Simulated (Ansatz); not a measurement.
**ZnCu: elastic constants from stress and strain**

```xyz
2
Lattice="2.9450 0.0000 0.0000 0.0000 2.9450 0.0000 0.0000 0.0000 2.9450" Properties=species:S:1:pos:R:3 pbc="T T T"
Zn    1.4725    1.4725    1.4725
Cu    0.0000    0.0000    0.0000
```

Atom numbers follow the list: Zn1, Cu2.

The cell comes from COD entry 9008814, which wasn't checked; take it as a given geometry.

Theory: DFT, PBEsol, all-electron LAPW, scalar-relativistic (Ansatz 0.2.0).

Sampling and basis: a Γ-centred 14×14×14 k mesh, Fermi–Dirac smearing of 0.05 eV, basis error target 0.5 meV/atom, no spin polarisation.

The unstrained cell is at -4.75 GPa. Large strains and very small stresses are left out. Each strain is applied once, with fractional coordinates held (clamped ions), and σ below is the change of stress, positive in tension. One finite strain gives stress–strain coefficients at this pressure with an error of the order of the strain times third-order constants, a few per cent for each per cent of strain. In a metal the k mesh adds noise of tens of per cent to soft shears.

Question: Estimate the stiffness probed by this change, and the stress that it gives: equal xy, yz and zx engineering shear strains of -1 %.

Answer: σxy = -1.00 GPa and γxy = 2εxy = -0.0100, so C44 (clamped ions) = σxy/γxy = 100 GPa.

Question: Estimate the stiffness probed by this change, and the stress that it gives: equal xy, yz and zx engineering shear strains of +1 %.

Answer: σxy = 0.89 GPa and γxy = 2εxy = 0.0100, so C44 (clamped ions) = σxy/γxy = 89 GPa.

Question: The two estimates of C44 (clamped ions) differ. Why, and which value is best?

Answer: Finite strains add third-order terms, and in a metal the k mesh adds noise; two strains on one mesh can't tell these apart, so neither value is shown to be the better.
